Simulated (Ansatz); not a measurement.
# Two states of MoBrO

```yaml
crystal:
  lattice:
    - [3.83150, 0.00000, 0.00000]
    - [0.00000, 3.43058, 0.00000]
    - [0.00000, 0.00000, 8.55109]
  atoms:
    - { symbol: Mo, position: [0.25000, 0.25000, 0.10400] }
    - { symbol: Mo, position: [0.75000, 0.75000, 0.89600] }
    - { symbol: O, position: [0.25000, 0.75000, 0.96300] }
    - { symbol: O, position: [0.75000, 0.25000, 0.03700] }
    - { symbol: Br, position: [0.25000, 0.75000, 0.32800] }
    - { symbol: Br, position: [0.75000, 0.25000, 0.67200] }
```

The numbers come from plane-wave PAW DFT (Ansatz): r2SCAN, with U_eff = 3.17 eV on Mo d (all-electron-ortho-atomic projectors), 500 eV, 5×5×2 (shifted by 0.5, 0, 0.5 steps) k points, fermi-dirac occupations (width 0.1 eV). Nothing was relaxed.

State A: Mo1 along (0.00, 0.00, 1.00), Mo2 along (0.00, 0.00, 1.00) (spinors with spin-orbit coupling). State B: Mo1 along (0.00, 0.00, 1.00), Mo2 along (0.00, 0.00, -1.00) (spinors with spin-orbit coupling).

Task: Compare the two self-consistent states.

Result: State B is lower by 5.4 meV an atom at zero smearing.

```
state  free energy (meV/atom)  largest moment in a small sphere (μB)  net moment (μB/cell)  gap on mesh (eV)  pressure (GPa)  largest force (eV/Å)
    A                     5.4                                   2.07                  5.99              1.91            18.1                  2.15
    B                     0.0                                   1.99                  0.00              2.48            17.6                  1.62
```

Origin: a known structure type with other elements, at an estimated volume, so it need not be a known compound. Caveats: atoms or cell far from equilibrium; the mesh misses a band edge that the path finds; an odd or shifted mesh can miss the band edges, so this level's true gap may be smaller.
